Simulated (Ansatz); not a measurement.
Si2BN:
```cif
data_B3N3Si6
_chemical_formula_sum 'B3 N3 Si6'
_space_group_name_H-M_alt 'R3m :H'
_space_group_IT_number 160
_space_group_name_Hall 'R 3 -2"'
_cell_length_a 3.12871
_cell_length_b 3.12871
_cell_length_c 16.14168
_cell_angle_alpha 90.000
_cell_angle_beta 90.000
_cell_angle_gamma 120.000
loop_
_atom_site_label
_atom_site_type_symbol
_atom_site_symmetry_multiplicity
_atom_site_Wyckoff_symbol
_atom_site_fract_x
_atom_site_fract_y
_atom_site_fract_z
_atom_site_occupancy
B1 B 3 a 0.00000 0.00000 0.01297 1
N1 N 3 a 0.00000 0.00000 0.11466 1
Si1 Si 3 a 0.00000 0.00000 0.48964 1
Si2 Si 3 a 0.00000 0.00000 0.63276 1
```
(The calculation used a cell of 4 atoms; values per cell refer to that cell.)

Relaxed at zero pressure with the program Ansatz at the r²SCAN level (PAW).

Problem. The volume is raised by 6 % and shape and atoms relax at that volume. What pressure results, and how do the axes share the change?

Solution. -7.4 GPa; a 2.5 %, b 2.5 %, c 0.9 %; the energy rises by 17 meV/atom.

Problem. Give the new structure.

Solution. 
Space group R3m, hexagonal axes (No. 160); a = b = 3.206 Å, c = 16.294 Å, α = β = 90.00°, γ = 120.00°

```tsv
atom	site	symmetry	x	y	z
B	3a	3m	0.0000	0.0000	0.9881
N	3a	3m	0.0000	0.0000	0.8853
Si	3a	3m	0.0000	0.0000	0.5107
Si	3a	3m	0.0000	0.0000	0.3658
```

The phase is kept; no other phase was compared at this pressure.

The start of the workflow was typed in or built on a structure type; neither database checked (COD, Materials Project) lists it. Its standing as an ambient phase is unchecked. The cell was relaxed with r²SCAN under the symmetry of its start; its stability against distortions is not shown here.

Potentials: the earlier of the program's two PAW sets. The files were generated under PBE; for other functionals the program regenerates the frozen cores, and for LDA and PBEsol the local potential too.
